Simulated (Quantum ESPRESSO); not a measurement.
## Cu2Al5Mo (one run as intended and one with a planted mistake)

Simulated, not a measurement. The program is pw.x of Quantum ESPRESSO 7.5 (plane-wave density functional theory). The cell is made up: eight metal atoms on a face-centred cubic lattice, with elements, volume, strain and displacements drawn at random and not relaxed, so it may be unstable or far from any real phase. PseudoDojo standard norm-conserving files set the functional (PBE unless stated); there is no spin polarisation or spin-orbit coupling, the Fermi-Dirac width of 0.25 eV means electrons at about 2900 K, and the masses in the input are unused placeholders. The copper pseudopotential is less sure than most, with forces differing by about three percent and pressure by about two GPa from a second method on plain copper. A spin test at this wide smearing found no moment, but such smearing suppresses magnetism that the real alloy may have.

Intended input:

```
&control calculation='scf', pseudo_dir='./dojo.nc.sr.pbe.v0_5.standard.upf', outdir='./o', disk_io='minimal', tprnfor=.true., tstress=.true. /
&system ibrav=0, nat=8, ntyp=3, nbnd=44, ecutwfc=92.02030273, nosym=.true., tot_charge=0,
 occupations='smearing', smearing='fd', degauss=0.0183746611
/
&electrons conv_thr=1.470e-08, electron_maxstep=70, mixing_beta=0.5 /
ATOMIC_SPECIES
Al 1.0 Al.upf
Cu 1.0 Cu.upf
Mo 1.0 Mo.upf
CELL_PARAMETERS angstrom
2.0386 3.9151 1.9106
1.9351 -3.9197 2.0233
3.9998 0.1081 -3.9601
ATOMIC_POSITIONS angstrom
Cu -0.0207 0.0002 0.0243
Al 1.9652 0.02 -1.9976
Mo 2.0059 -1.8236 0.0595
Al 3.9687 -1.8029 -1.9519
Al 1.999 1.9815 -0.0382
Al 3.9701 2.0125 -1.9133
Al 1.9464 -0.0044 1.9089
Cu 3.9424 -0.0132 0.048
K_POINTS automatic
5 5 4 1 1 1
```

The log is shortened where brackets say so; the opening notice, blank lines, dates and the lines on written files are dropped, and the path of the files is cut. It prints rydbergs, bohrs and kilobars, and counts compression as positive stress. Its total energy is the free energy E - TS of the whole cell.

Log of the intended run:

```
     Program PWSCF v.7.5
     Parallel version (MPI & OpenMP), running on       4 processor cores
     Number of MPI processes:                 4
     Threads/MPI process:                     1
     [start-up lines left out]
     bravais-lattice index     =            0
     lattice parameter (alat)  =       9.0892  a.u.
     unit-cell volume          =     831.6542 (a.u.)^3
     number of atoms/cell      =            8
     number of atomic types    =            3
     number of electrons       =        67.00
     number of Kohn-Sham states=           44
     kinetic-energy cutoff     =      92.0203  Ry
     charge density cutoff     =     368.0812  Ry
     scf convergence threshold =      1.5E-08
     mixing beta               =       0.5000
     number of iterations used =            8  plain     mixing
     Exchange-correlation= PBE
                           (   1   4   3   4   0   0   0)
     [axes and pseudopotential details left out]
   Cartesian axes
     site n.     atom                  positions (alat units)
         1        Cu     tau(   1) = (  -0.0043037   0.0000416   0.0050522  )
         2        Al     tau(   2) = (   0.4085815   0.0041582  -0.4153177  )
         3        Mo     tau(   3) = (   0.4170433  -0.3791416   0.0123705  )
         4        Al     tau(   4) = (   0.8251258  -0.3748379  -0.4058163  )
         5        Al     tau(   5) = (   0.4156088   0.4119704  -0.0079421  )
         6        Al     tau(   6) = (   0.8254169   0.4184155  -0.3977910  )
         7        Al     tau(   7) = (   0.4046728  -0.0009148   0.3968762  )
         8        Cu     tau(   8) = (   0.8196578  -0.0027444   0.0099796  )
     number of k points=    50  Fermi-Dirac smearing, width (Ry)=  0.0184
                       cart. coord. in units 2pi/alat
        k(    1) = (   0.1962252  -0.0019259   0.0463188), wk =   0.0400000
        k(    2) = (   0.3465864  -0.0060971  -0.1055686), wk =   0.0400000
     [further k points left out]
     Dense  grid:    99199 G-vectors     FFT dimensions: (  60,  60,  72)
     Estimated max dynamical RAM per process >     247.23 MB
     Estimated total dynamical RAM >     916.25 MB
     Initial potential from superposition of free atoms
     starting charge      66.9857, renormalised to      67.0000
     Starting wfcs are   50 randomized atomic wfcs
     total cpu time spent up to now is        4.0 secs
     per-process dynamical memory:   193.0 Mb
     Self-consistent Calculation
     iteration #  1     ecut=    92.02 Ry     beta= 0.50
     Davidson diagonalization with overlap
     ethr =  1.00E-02,  avg # of iterations =  4.5
     total cpu time spent up to now is       12.7 secs
     total energy              =    -919.56440783 Ry
     estimated scf accuracy    <       4.42526076 Ry
     iteration #  2     ecut=    92.02 Ry     beta= 0.50
     Davidson diagonalization with overlap
     ethr =  6.60E-03,  avg # of iterations =  2.0
     total cpu time spent up to now is       20.0 secs
     total energy              =    -921.80649693 Ry
     estimated scf accuracy    <       7.64847976 Ry
     [iterations 3 to 12 left out]
     iteration # 13     ecut=    92.02 Ry     beta= 0.50
     Davidson diagonalization with overlap
     ethr =  3.67E-09,  avg # of iterations =  2.0
     total cpu time spent up to now is       92.7 secs
     total energy              =    -922.21968113 Ry
     estimated scf accuracy    <       0.00000027 Ry
     iteration # 14     ecut=    92.02 Ry     beta= 0.50
     Davidson diagonalization with overlap
     ethr =  4.04E-10,  avg # of iterations =  2.6
     total cpu time spent up to now is       99.7 secs
     End of self-consistent calculation
     [lines on levels left out]
!    total energy              =    -922.21968119 Ry
     estimated scf accuracy    <          8.3E-09 Ry
     smearing contrib. (-TS)   =      -0.06316933 Ry
     internal energy E=F+TS    =    -922.15651186 Ry
     The total energy is F=E-TS. E is the sum of the following terms:
     one-electron contribution =    -724.81155639 Ry
     hartree contribution      =     388.84686381 Ry
     xc contribution           =    -124.65897029 Ry
     ewald contribution        =    -461.53284899 Ry
     convergence has been achieved in  14 iterations
     Forces acting on atoms (cartesian axes, Ry/au):
     atom    1 type  2   force =    -0.01231206    0.00933240    0.00099185
     atom    2 type  1   force =    -0.01902107    0.02202642    0.01387980
     atom    3 type  3   force =    -0.01728541   -0.04792944   -0.02115198
     atom    4 type  1   force =     0.00608522   -0.01777734    0.00101779
     atom    5 type  1   force =    -0.00184668   -0.00059568    0.01604160
     atom    6 type  1   force =     0.00301924   -0.00387991   -0.02107034
     atom    7 type  1   force =     0.02290513    0.01984589    0.01759993
     atom    8 type  2   force =     0.01845563    0.01897765   -0.00730866
     Total force =     0.085956     Total SCF correction =     0.000291
     Computing stress (Cartesian axis) and pressure
          total   stress  (Ry/bohr**3)                   (kbar)     P=      -32.87
  -0.00031491  -0.00007167   0.00005264          -46.32      -10.54        7.74
  -0.00007167  -0.00005813   0.00014542          -10.54       -8.55       21.39
   0.00005264   0.00014542  -0.00029729            7.74       21.39      -43.73
     init_run     :      3.57s CPU      3.72s WALL (       1 calls)
     electrons    :     94.89s CPU     95.71s WALL (       1 calls)
     forces       :      1.18s CPU      1.20s WALL (       1 calls)
     stress       :      4.12s CPU      4.13s WALL (       1 calls)
     [timing details left out]
     PWSCF        :   1m44.03s CPU   1m45.08s WALL
     JOB DONE.
```

A second run has one planted mistake: the files are those of another functional. The input lines that differ:

```
- &control calculation='scf', pseudo_dir='./dojo.nc.sr.pbe.v0_5.standard.upf', outdir='./o', disk_io='minimal', tprnfor=.true., tstress=.true. /
+ &control calculation='scf', pseudo_dir='./dojo.nc.sr.lda.v0_4_1.standard.upf', outdir='./o', disk_io='minimal', tprnfor=.true., tstress=.true. /
```

Its log:

```
     Program PWSCF v.7.5
     Parallel version (MPI & OpenMP), running on       4 processor cores
     Number of MPI processes:                 4
     Threads/MPI process:                     1
     [start-up lines left out]
     bravais-lattice index     =            0
     lattice parameter (alat)  =       9.0892  a.u.
     unit-cell volume          =     831.6542 (a.u.)^3
     number of atoms/cell      =            8
     number of atomic types    =            3
     number of electrons       =        67.00
     number of Kohn-Sham states=           44
     kinetic-energy cutoff     =      92.0203  Ry
     charge density cutoff     =     368.0812  Ry
     scf convergence threshold =      1.5E-08
     mixing beta               =       0.5000
     number of iterations used =            8  plain     mixing
     Exchange-correlation= SLA  PW   NOGX NOGC
                           (   1   4   0   0   0   0   0)
     [axes and pseudopotential details left out]
   Cartesian axes
     site n.     atom                  positions (alat units)
         1        Cu     tau(   1) = (  -0.0043037   0.0000416   0.0050522  )
         2        Al     tau(   2) = (   0.4085815   0.0041582  -0.4153177  )
         3        Mo     tau(   3) = (   0.4170433  -0.3791416   0.0123705  )
         4        Al     tau(   4) = (   0.8251258  -0.3748379  -0.4058163  )
         5        Al     tau(   5) = (   0.4156088   0.4119704  -0.0079421  )
         6        Al     tau(   6) = (   0.8254169   0.4184155  -0.3977910  )
         7        Al     tau(   7) = (   0.4046728  -0.0009148   0.3968762  )
         8        Cu     tau(   8) = (   0.8196578  -0.0027444   0.0099796  )
     number of k points=    50  Fermi-Dirac smearing, width (Ry)=  0.0184
                       cart. coord. in units 2pi/alat
        k(    1) = (   0.1962252  -0.0019259   0.0463188), wk =   0.0400000
        k(    2) = (   0.3465864  -0.0060971  -0.1055686), wk =   0.0400000
     [further k points left out]
     Dense  grid:    99199 G-vectors     FFT dimensions: (  60,  60,  72)
     Estimated max dynamical RAM per process >     247.23 MB
     Estimated total dynamical RAM >     916.25 MB
     Initial potential from superposition of free atoms
     starting charge      66.9875, renormalised to      67.0000
     Starting wfcs are   50 randomized atomic wfcs
     total cpu time spent up to now is        3.9 secs
     per-process dynamical memory:   191.9 Mb
     Self-consistent Calculation
     iteration #  1     ecut=    92.02 Ry     beta= 0.50
     Davidson diagonalization with overlap
     ethr =  1.00E-02,  avg # of iterations =  4.4
     total cpu time spent up to now is       12.5 secs
     total energy              =    -919.82071745 Ry
     estimated scf accuracy    <       4.05545983 Ry
     iteration #  2     ecut=    92.02 Ry     beta= 0.50
     Davidson diagonalization with overlap
     ethr =  6.05E-03,  avg # of iterations =  2.0
     total cpu time spent up to now is       19.5 secs
     total energy              =    -921.84101926 Ry
     estimated scf accuracy    <       6.99363331 Ry
     [iterations 3 to 12 left out]
     iteration # 13     ecut=    92.02 Ry     beta= 0.50
     Davidson diagonalization with overlap
     ethr =  2.40E-09,  avg # of iterations =  2.0
     total cpu time spent up to now is       95.9 secs
     total energy              =    -922.24133905 Ry
     estimated scf accuracy    <       0.00000018 Ry
     iteration # 14     ecut=    92.02 Ry     beta= 0.50
     Davidson diagonalization with overlap
     ethr =  2.71E-10,  avg # of iterations =  2.1
     total cpu time spent up to now is      102.6 secs
     End of self-consistent calculation
     [lines on levels left out]
!    total energy              =    -922.24133909 Ry
     estimated scf accuracy    <          7.8E-09 Ry
     smearing contrib. (-TS)   =      -0.06302131 Ry
     internal energy E=F+TS    =    -922.17831778 Ry
     The total energy is F=E-TS. E is the sum of the following terms:
     one-electron contribution =    -725.41486524 Ry
     hartree contribution      =     388.40147190 Ry
     xc contribution           =    -123.63207544 Ry
     ewald contribution        =    -461.53284899 Ry
     convergence has been achieved in  14 iterations
     Forces acting on atoms (cartesian axes, Ry/au):
     atom    1 type  2   force =    -0.00810526    0.00805295    0.00091636
     atom    2 type  1   force =    -0.02088553    0.02046329    0.01508476
     atom    3 type  3   force =    -0.01497271   -0.04191214   -0.01903044
     atom    4 type  1   force =     0.00630088   -0.01527436    0.00144077
     atom    5 type  1   force =    -0.00189944    0.00030694    0.01411915
     atom    6 type  1   force =     0.00211233   -0.00368717   -0.01932615
     atom    7 type  1   force =     0.02368007    0.01720390    0.01149788
     atom    8 type  2   force =     0.01376966    0.01484658   -0.00470233
     Total force =     0.076470     Total SCF correction =     0.000188
     Computing stress (Cartesian axis) and pressure
          total   stress  (Ry/bohr**3)                   (kbar)     P=      -95.87
  -0.00075149  -0.00005913   0.00005124         -110.55       -8.70        7.54
  -0.00005913  -0.00047109   0.00012883           -8.70      -69.30       18.95
   0.00005124   0.00012883  -0.00073245            7.54       18.95     -107.75
     init_run     :      3.64s CPU      3.81s WALL (       1 calls)
     electrons    :     98.19s CPU     98.78s WALL (       1 calls)
     forces       :      1.17s CPU      1.19s WALL (       1 calls)
     stress       :      3.88s CPU      3.89s WALL (       1 calls)
     [timing details left out]
     PWSCF        :   1m46.96s CPU   1m47.76s WALL
     JOB DONE.
```

|  | intended run | run with the mistake |
| --- | --- | --- |
| free energy (eV) | -12547.438 | -12547.733 |
| entropy term -TS, part of it (eV) | -0.859 | -0.857 |
| pressure (GPa) | -3.29 | -9.59 |
| size of the largest force component (eV/Å) | 1.232 | 1.078 |
| largest change of a force component (eV/Å) |  | 0.157 |
| iterations | 14 | 14 |

For scale, a rerun of the intended cell at a higher cutoff and on a denser mesh moved values by no more than 0.002 eV in energy, 0.30 GPa in stress and 0.009 eV/Å in force, and a second program with other atomic files agreed on that cell to 2 % rms in force and 0.5 GPa in pressure. Files of another functional or element have another zero of energy, so the energy change says nothing on stability.